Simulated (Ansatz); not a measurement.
### Question
MoRu (rock salt, Fm-3m) is relaxed with PBE in the plane-wave PAW code Ansatz. What lattice parameters of the conventional cell result?

### Answer
a = 5.101 Å.

The start of the workflow was typed in or built on a structure type; neither database checked (COD, Materials Project) lists it. Whether it is the stable phase at ambient conditions was not checked. The PBE relaxation kept the symmetry of its start; its stability against distortions is not shown here. No spin polarisation was allowed. Its formation energy is positive at this level, so the cell may be metastable or incomplete.

Potentials: the later of the program's two PAW sets.
